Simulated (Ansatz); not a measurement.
Magnetic states of MnCO3

```xyz
10
Lattice="2.3865 1.3778 5.2140 -2.3865 1.3778 5.2140 0.0000 -2.7557 5.2140" Properties=species:S:1:pos:R:3 pbc="T T T"
Mn    0.0000    0.0000    0.0000
Mn    0.0000    0.0000    7.8210
C     0.0000    0.0000    3.9105
C     0.0000    0.0000   11.7315
O    -1.1002    1.3778    9.1245
O    -0.6432   -1.6417    9.1245
O     1.7433    0.2639    9.1245
O     1.1002   -1.3778    6.5175
O     0.6432    1.6417    6.5175
O    -1.7433   -0.2639    6.5175
```

Method: r2SCAN in Ansatz 0.2.0, PAW datasets, plane waves to 500 eV, 6×6×6 Γ-centred mesh, fermi-dirac occupations of width 0.050 eV. The atoms are fixed and numbered as listed; spin is collinear, without spin-orbit coupling.

Different starts of the self-consistent cycle ended in different solutions. Their moments in μB:

| state | Mn1 | Mn2 | other atoms together | size of the net moment a cell |
| --- | --- | --- | --- | --- |
| A | 4.28 | 4.28 | 0.28 | 10.00 |
| B | 0.00 | 0.00 | 0.00 | 0.00 |
| C | 4.27 | -4.27 | 0.00 | 0.00 |

Site moments are taken in small spheres that don't touch (radius about 0.4 of the atom's shortest bond), so those of the magnetic atoms read low, and they needn't add up to the net moment. State B was run without spin polarisation.

Q: Rank the states by energy at zero smearing.

A: State C (antiparallel, compensated) is lowest; A (parallel moments) lies 3.9 meV above it, B (without moments) lies 734 meV above it, all counted an atom of the cell.

Q: Which states have a gap on the mesh, and what pressure does each exert on this cell?

A: A: gap 3.01 eV, -0.3 GPa; B: no gap, -16.2 GPa; C: gap 3.50 eV, -0.7 GPa (positive in compression). Moments take up room: without them the pressure is lower, so that state wants a smaller cell.

Q: Compare the parallel order A with the antiparallel order C.

A: Between A and C the moments keep their size (4.28 against 4.27 μB in the mean), so the difference mostly measures the exchange between the flipped sites: the antiparallel order gains 20 meV for each Mn atom. The nearest flipped pair stands 3.79 Å apart. Flipped pairs are linked through O; the widest Mn–O–Mn angle among the nearer links is 120°, at 3.79 Å between the metal atoms.

Q: What does magnetism gain here?

A: 734 meV an atom of the cell, or 3668 meV for each Mn atom, against state B, which has none. A run without spin would miss this and give wrong energies and forces. That state isn't the paramagnet, which keeps its moments, so this is no ordering energy.

The cell is that of a Crystallography Open Database entry, unchanged.

Caveats: only orders that fit this cell and collinear spins were tried, so the true order may need a larger cell or canted moments; atoms and cell are not relaxed, and each state would relax in its own way; semilocal functionals without U often misplace the states of 3d oxides, halides and chalcogenides; the k mesh is coarse, so differences of a few meV are uncertain where a state is a metal; one start a pattern, so a lower state of the same pattern may exist.
